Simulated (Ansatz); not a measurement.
InPd₂ in space group Pnma (No. 62; In on 4c, Pd on 4c, Pd on 4c), PBEsol (plane waves, PAW; program Ansatz), all energies at zero smearing, with the estimated change up to a 700 eV cutoff added, with one set of potentials and settings (totals compare only within such a set). Cell of 12 atoms (4 In, 8 Pd): -77361.267 eV.

```json
[
 {"element": "In", "reference phase": "I4/mmm, 1 atoms in the cell", "E (eV/atom)": "-5525.4106"},
 {"element": "Pd", "reference phase": "Fm-3m, 1 atoms in the cell", "E (eV/atom)": "-6906.6520"}
]
```

Formation energy per atom, worked out: (-77361.267 − 4×(-5525.4106) − 8×(-6906.6520))/12 = -0.534 eV/atom (-52 kJ per mol of atoms), at 0 K, without zero-point energy or fitted corrections.

The first step of the workflow began from a Materials Project structure, measured or hypothetical; the Crystallography Open Database copy checked does not list it. Whether it is the stable phase at ambient conditions was not checked. Symmetry was held in the PBEsol relaxation; whether a distortion lowers the energy is not shown. No spin polarisation was allowed. The references are the lowest solids computed at this level, not always the standard phases.

Potentials: the later of the program's two PAW sets.
